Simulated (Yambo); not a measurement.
How GW settings move the gap: LiO2H3

G0W0@LDA for LiO2H3 (space group P-1, No. 2, within 0.06 Å of C2/m) in Yambo. Reference settings: 4×2×2 Γ-centred k mesh, bands 3 to 164 and a 8 Ry block in the screening, 164 bands in G with the Bruneval-Gonze terminator, plasmon pole fitted at 27.2 eV. The LDA gap (-0.5, -0.5, -0.5) → Γ on this mesh is 4.78 eV; G0W0 gaps are taken between the same points.

```json
[
 {"change from the reference": "reference settings", "G0W0 gap (-0.5, -0.5, -0.5) → Γ (eV)": "7.95", "shift of the valence edge (eV)": "-1.75", "rough Yambo cost": "1"},
 {"change from the reference": "91 bands in W, 91 bands in G", "G0W0 gap (-0.5, -0.5, -0.5) → Γ (eV)": "7.97", "shift of the valence edge (eV)": "-1.66", "rough Yambo cost": "about 1/2"},
 {"change from the reference": "wavefunctions cut at 20 Ry", "G0W0 gap (-0.5, -0.5, -0.5) → Γ (eV)": "7.88", "shift of the valence edge (eV)": "-1.64", "rough Yambo cost": "about 1/3"},
 {"change from the reference": "wavefunctions cut at 30 Ry", "G0W0 gap (-0.5, -0.5, -0.5) → Γ (eV)": "7.93", "shift of the valence edge (eV)": "-1.72", "rough Yambo cost": "about 1/2"},
 {"change from the reference": "exchange cut at 40 Ry", "G0W0 gap (-0.5, -0.5, -0.5) → Γ (eV)": "7.91", "shift of the valence edge (eV)": "-1.69", "rough Yambo cost": "–"},
 {"change from the reference": "exchange cut at 10 Ry", "G0W0 gap (-0.5, -0.5, -0.5) → Γ (eV)": "7.14", "shift of the valence edge (eV)": "-0.42", "rough Yambo cost": "–"},
 {"change from the reference": "39 bands in W, 39 bands in G, 3 Ry block", "G0W0 gap (-0.5, -0.5, -0.5) → Γ (eV)": "8.29", "shift of the valence edge (eV)": "-1.66", "rough Yambo cost": "about 1/6"},
 {"change from the reference": "61 bands in W, 61 bands in G, 3 Ry block", "G0W0 gap (-0.5, -0.5, -0.5) → Γ (eV)": "7.98", "shift of the valence edge (eV)": "-1.66", "rough Yambo cost": "about 1/4"},
 {"change from the reference": "61 bands in W, 61 bands in G, 5 Ry block", "G0W0 gap (-0.5, -0.5, -0.5) → Γ (eV)": "7.93", "shift of the valence edge (eV)": "-1.56", "rough Yambo cost": "about 1/4"},
 {"change from the reference": "127 bands in W, 127 bands in G, 2 Ry block", "G0W0 gap (-0.5, -0.5, -0.5) → Γ (eV)": "8.18", "shift of the valence edge (eV)": "-2.04", "rough Yambo cost": "about 1/3"},
 {"change from the reference": "127 bands in W, 127 bands in G, 6 Ry block", "G0W0 gap (-0.5, -0.5, -0.5) → Γ (eV)": "7.85", "shift of the valence edge (eV)": "-1.66", "rough Yambo cost": "about 1/2"},
 {"change from the reference": "39 bands in W, 39 bands in G, 3 Ry block, no terminator", "G0W0 gap (-0.5, -0.5, -0.5) → Γ (eV)": "8.26", "shift of the valence edge (eV)": "-1.48", "rough Yambo cost": "about 1/7"},
 {"change from the reference": "91 bands in W, 91 bands in G, 3 Ry block, no terminator", "G0W0 gap (-0.5, -0.5, -0.5) → Γ (eV)": "7.84", "shift of the valence edge (eV)": "-1.59", "rough Yambo cost": "about 1/4"},
 {"change from the reference": "61 bands in W, 61 bands in G, 3 Ry block, no terminator", "G0W0 gap (-0.5, -0.5, -0.5) → Γ (eV)": "7.93", "shift of the valence edge (eV)": "-1.49", "rough Yambo cost": "about 1/4"},
 {"change from the reference": "91 bands in W, 91 bands in G, no terminator", "G0W0 gap (-0.5, -0.5, -0.5) → Γ (eV)": "7.81", "shift of the valence edge (eV)": "-1.37", "rough Yambo cost": "within a factor of two"}
]
```

The reference isn't shown to be the converged limit. Costs are rough (shared machines), scaled to the same edge states, and given only for runs that recompute the screening.

Geometry of the Materials Project entry, not relaxed at this level; primitive cell a = 3.128 Å, b = 5.501 Å, c = 5.509 Å, α = 96.15°, β = 103.63°, γ = 103.24°.

The structure is a Materials Project entry; no match was found in the copy of COD used, and its stability was not checked.

A shift is the quasiparticle energy of the state minus its LDA energy.

The distance between layers or molecules is the database entry's, not relaxed here. Functionals without dispersion can leave it too large, which widens gaps and weakens the response across layers: the numbers belong to this cell.
